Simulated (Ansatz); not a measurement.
LuPd:
```yaml
crystal:
  lattice:
    - [3.41635, 0.00000, 0.00000]
    - [0.00000, 3.41635, 0.00000]
    - [0.00000, 0.00000, 3.41635]
  atoms:
    - { symbol: Lu, position: [0.00000, 0.00000, 0.00000] }
    - { symbol: Pd, position: [0.50000, 0.50000, 0.50000] }
```

Relaxed with r²SCAN. Special points in fractions of this cell's reciprocal vectors: Γ (0.000, 0.000, 0.000); X (0.000, 0.500, 0.000); M (0.500, 0.500, 0.000); R (0.500, 0.500, 0.500).

Problem. List the band energies nearest the Fermi level at these points for the program Ansatz at the r²SCAN level (PAW).

Solution. In eV from the Fermi level; about four levels below and three above (degenerate sets whole), none deeper than 8.9 eV; points with the same levels are listed once.

```tsv
k	below	above
Γ	-4.79 -4.79 -3.08 -3.08 -3.08	1.89 1.89 6.10 6.10 6.10
X	-3.22 -3.22 -2.76 -0.99	0.61 2.45 2.45
M	-3.81 -3.81 -2.24 -0.82	0.78 0.78 2.33
R	-2.20 -2.20 -1.26 -1.26 -1.26	4.64 7.30 7.30
```

Space group Pm-3m (CsCl type). The workflow started from a Materials Project entry (that database holds measured and hypothetical structures alike); the Crystallography Open Database files this formula in space group No. 221, but the cells were not matched. Whether it is the stable phase at ambient conditions was not checked. Symmetry was held in the r²SCAN relaxation; its stability against distortions is not shown here. The run is not spin-polarised. Scalar-relativistic: spin–orbit coupling is off unless named, which matters more the heavier the elements.

Potentials: the later of the program's two PAW sets.
